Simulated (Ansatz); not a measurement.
GaGeO₃:
```
CELL_PARAMETERS angstrom
      3.48321     0.00000     0.00000
      0.00000     3.48321     0.00000
      0.00000     0.00000     4.71987
ATOMIC_POSITIONS crystal
  Ga 0.50000 0.50000 0.61301
  Ge 0.00000 0.00000 0.21307
  O  0.00000 0.50000 0.43625
  O  0.50000 0.00000 0.43625
  O  0.50000 0.50000 0.99162
```

Relaxed with r²SCAN+D4. Special points in fractions of this cell's reciprocal vectors: Γ (0.000, 0.000, 0.000); X (0.000, 0.500, 0.000); M (0.500, 0.500, 0.000); Z (0.000, 0.000, 0.500); R (0.000, 0.500, 0.500); A (0.500, 0.500, 0.500).

**Question.** List the band energies nearest the Fermi level at these points for r²SCAN+D4 (plane waves, PAW; program Ansatz).

**Answer.** In eV from the Fermi level; about four levels below and three above (degenerate sets whole), none deeper than 8.9 eV; … stands for higher levels left out; points with the same levels are listed once.

| k | below | above |
|---|---|---|
| Γ | -2.67 -2.67 -1.68 -1.68 -1.65 | 3.84 4.93 … |
| X | -4.90 -3.72 -2.25 -1.48 | 1.00 4.68 6.74 |
| M | -2.91 -2.91 -1.69 -1.61 -1.43 | 6.40 7.03 7.03 |
| Z | -2.74 -2.74 -1.97 -1.97 -0.89 | 2.79 5.71 … |
| R | -4.69 -2.74 -2.38 -1.80 | 0.82 6.08 6.08 |
| A | -1.82 -1.82 -1.69 -1.43 | 6.70 6.80 6.80 |

Space group P4mm. The start of the workflow was typed in or built on a structure type; neither database checked (COD, Materials Project) lists it. Its standing as an ambient phase is unchecked. The r²SCAN+D4 relaxation kept the symmetry of its start; its stability against distortions is not shown here. With an odd number of electrons in the cell and no spin polarisation, the count alone makes it a metal. Spin–orbit coupling is left out wherever it is not named.

Potentials: the earlier of the program's two PAW sets. The files were generated under PBE; for other functionals the program regenerates the frozen cores, and for LDA and PBEsol the local potential too.
